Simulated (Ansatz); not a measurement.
A surface is cut from this relaxed crystal of Ag:

```
Ag
1.0
     2.86706    0.00000    0.00000
    -1.43353    2.48295    0.00000
     0.00000    0.00000    4.69071
Ag
2
Direct
  0.33333 0.66667 0.25000
  0.66667 0.33333 0.75000
```

Miller indices refer to the conventional cell of P6_3/mmc (No. 194), a = 2.867 Å, b = 2.867 Å, c = 4.691 Å, α = 90.00°, β = 90.00°, γ = 120.00°.

The (101) slab of 10 planes, 10.6 Å thick with 15 Å of vacuum as cut; outer planes Ag (top) and Ag (bottom).

These are results of DFT PBEsol, scalar-relativistic, plane waves, PAW in Ansatz, not measurements. Plane waves to 420 eV, a k mesh through Γ of 12×7×1 on the computed 10-atom cell and Gaussian smearing (0.10 eV); no spin polarisation. The cell repeats along c with a dipole correction in the vacuum.

Results for the relaxed slab:

| Property | Result |
| --- | --- |
| Surface energy (mean of both faces) | 1.33 J/m² |
| Work function | 4.30 eV |

Relaxation lowers the energy by 0.048 J/m² a face; the largest move is 0.170 Å.

| plane (bottom to top) | atoms | spacing to next, bulk (Å) | relaxed (Å) | change (%) |
| --- | --- | --- | --- | --- |
| 1 | Ag | 1.829 | 1.645 | -10.0 |
| 2 | Ag | 0.366 | 0.403 | +10.2 |
| 3 | Ag | 1.829 | 1.817 | -0.6 |
| 4 | Ag | 0.366 | 0.358 | -2.1 |
| 5 | Ag | 1.829 | 1.834 | +0.3 |
| 6 | Ag | 0.366 | 0.358 | -2.1 |
| 7 | Ag | 1.829 | 1.817 | -0.6 |
| 8 | Ag | 0.366 | 0.403 | +10.2 |
| 9 | Ag | 1.829 | 1.645 | -10.0 |
| 10 | Ag |  |  |  |

The reference crystal is a form of Ag, which isn't its usual structure.